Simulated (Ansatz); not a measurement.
SnO$_{2}$ (rutile, space group No. 136), the program Ansatz at the PBEsol level (PAW), all energies at zero smearing, with the estimated change up to a 700 eV cutoff added, with one set of potentials and settings (totals compare only within such a set). Cell of 6 atoms (2 Sn, 4 O): -14143.253 eV.

| element | reference phase | E (eV/atom) |
|---|---|---|
| Sn | I4_1/amd, 2 atoms in the cell | -5949.8528 |
| O | C2/m, 4 atoms in the cell, spin-polarised | -558.3609 |

Formation energy per atom, worked out: (-14143.253 − 2×(-5949.8528) − 4×(-558.3609))/6 = -1.684 eV/atom (-162 kJ per mol of atoms), at 0 K, without zero-point energy or fitted corrections.

Space group P4_2/mnm (rutile). The PBEsol relaxation kept the symmetry of its start. The references are the lowest solids computed at this level, not always the standard phases (solids in place of the gases). Spin–orbit coupling is left out wherever it is not named.

Potentials: the earlier of the program's two PAW sets. The files were generated under PBE; for other functionals the program regenerates the frozen cores, and for LDA and PBEsol the local potential too.
